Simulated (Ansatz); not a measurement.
The calculation used DFT PBE, scalar-relativistic, plane waves, PAW in Ansatz 0.2.0. Settings: cutoff 420 eV, Γ-centred meshes spaced at most about 0.3 Å⁻¹, and about 0.25 Å⁻¹ or finer for metals (2π included), Gaussian smearing. No spin polarisation in the final relaxations.

All energies are static (0 K, no zero-point motion).

Two forms of Ta₂W were relaxed alike.

A.

```
Ta W
1.0
    -1.62928    1.62928    4.93366
     1.62928   -1.62928    4.93366
     1.62928    1.62928   -4.93366
Ta W
2 1
Direct
  0.66089 0.66089 0.00000
  0.33911 0.33911 0.00000
  0.00000 0.00000 0.00000
```

B.

```
Ta W
1.0
     0.00000    2.33773    6.88711
     1.62505    0.00000    6.88711
     1.62505    2.33773    0.00000
Ta W
2 1
Direct
  0.16337 0.16337 0.83663
  0.83663 0.83663 0.16337
  0.50000 0.50000 0.50000
```

Problem. Which is lower in energy, and by how much?

Solution. A is lower, by 38 meV/atom. A has the MoSi2 (C11b) type, space group I4/mmm (No. 139), 17.5 Å³/atom and no gap on its mesh; B has Ta and W ordered on bcc sites, space group Fmmm (No. 69), 17.4 Å³/atom and no gap. Counting all near atoms (those within 1.25 times the shortest distance at each site; a plus sign parts nearer from farther groups), A has Ta 14, W 8+6 and B has Ta 8+6, W 8+6. In A, Ta is surrounded by 4 W at 2.80 Å, 4 Ta at 2.90 Å, 5 Ta at 3.18–3.26 Å and 1 W at 3.35 Å; W is surrounded by 8 Ta at 2.80 Å, 4 W at 3.26 Å and 2 Ta at 3.35 Å. In B, Ta is surrounded by 2 W at 2.78 Å, 6 Ta at 2.85–2.89 Å, 2 W at 3.24 Å and 4 Ta at 3.25–3.34 Å; W has 4 Ta at 2.78 Å, 4 W at 2.85 Å, 4 Ta at 3.24 Å and 2 W at 3.25 Å. Both come from invented guesses.

Spin–orbit coupling, which can matter for Ta and W, is left out. Cells relaxed within their symmetry can be saddle points.
